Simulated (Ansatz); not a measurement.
**Fields on a plane of ScAl3 (Cu3Au type)**

```
CELL_PARAMETERS angstrom
      4.10550     0.00000     0.00000
      0.00000     4.10550     0.00000
      0.00000     0.00000     4.10550
ATOMIC_POSITIONS crystal
  Al 0.00000 0.50000 0.50000
  Al 0.50000 0.50000 0.00000
  Al 0.50000 0.00000 0.50000
  Sc 0.00000 0.00000 0.00000
```

The slice is a {110} plane (indices of the conventional cell) through the point (0.500, 0.500, 0.000) (fractional), spanned by u = [100] and v = [011] in vectors of this cell: u (4.11 Å) and v (5.81 Å, at 90° to u). It covers one period; positions are fractions (u, v).

Atoms on it: Al at (0.00, 0.00); Al at (0.00, 0.50).

The numbers are results of PBE (plane waves to 420 eV, PAW, scalar-relativistic; Ansatz, a quantum-chemistry and plane-wave program), not measurements. k mesh 11×11×11. Inside the PAW spheres the values are not all-electron values, and peaks at nuclei hang on which shells count as valence. ScAl3 is run without spin polarisation. ScAl3 was relaxed with its symmetry unable to fall.

| v \ u | 0.00 | 0.15 | 0.30 | 0.45 | 0.60 | 0.75 | 0.90 |
|---|---|---|---|---|---|---|---|
| 0.86 | x | <0.0 | 5.6 | 5.6 | 5.8 | 4.5 | x |
| 0.71 | 3.4 | 5.3 | 6.0 | 4.0 | 4.6 | 6.2 | 4.4 |
| 0.57 | x | x | 4.6 | 7.3 | 7.0 | 1.1 | x |
| 0.43 | x | x | 4.6 | 7.3 | 7.0 | 1.1 | x |
| 0.29 | 3.4 | 5.3 | 6.0 | 4.0 | 4.6 | 6.2 | 4.4 |
| 0.14 | x | <0.0 | 5.6 | 5.6 | 5.8 | 4.5 | x |
| 0.00 | x | x | 3.9 | 7.9 | 7.5 | <0.0 | x |

Values: electrostatic potential energy of an electron, from the cell's mean, in eV. Points within 1 Å of a nucleus are blanked (x), as the pseudised field means little there. Values under 0 eV are set to 0. The zero, the cell's mean, hangs on the PAW cores.

```
|xxx.#@@#*+=+*#@@#.xx|
|xx =%@@#*+=+*#@@%= x|
| .=%@@%#+===+#%@@%=.|
|##%@@@%*+===+*%@@@%#|
|@@@@@%#*==-==*#%@@@@|
|@@@@%%#+=---=+#%%@@@|
|@@@@%#*+=---=+*#%@@@|
|@@@@%%#+=---=+#%%@@@|
|@@@@@%#*==-==*#%@@@@|
|##%@@@%*+===+*%@@@%#|
| .=%@@%#+===+#%@@%=.|
|xx =%@@#*+=+*#@@%= x|
|xxx.#@@#*+=+*#@@#.xx|
|xxx #@@#*+=+*#@@# xx|
|xxx.#@@#*+=+*#@@#.xx|
|xx =%@@#*+=+*#@@%= x|
| .=%@@%#+===+#%@@%=.|
|##%@@@%*+===+*%@@@%#|
|@@@@@%#*==-==*#%@@@@|
|@@@@%%#+=---=+#%%@@@|
|@@@@%#*+=---=+*#%@@@|
|@@@@%%#+=---=+#%%@@@|
|@@@@@%#*==-==*#%@@@@|
|##%@@@%*+===+*%@@@%#|
| .=%@@%#+===+#%@@%=.|
|xx =%@@#*+=+*#@@%= x|
|xxx.#@@#*+=+*#@@#.xx|
|xxx #@@#*+=+*#@@# xx|
```
Scale: ten equal steps from 0.10 (start of ' ') to 0.69 (end of '@'), in the order ' .:-=+*#%@'. Values: electron localisation function (ELF). The map has 20 points along u (one character each, u = 0 at the left) and 28 along v (v = 0 in the bottom row). Points within 0.5 Å of a nucleus are blanked (x), as the pseudised field means little there.

* **Density on the Al–Al line (2.90 Å) at its midpoint**: 0.20 e/Å³
* **ELF at that point**: 0.69
* **ELF maximum in the middle third of the Al–Al line**: 0.69, 1.2 Å from Al
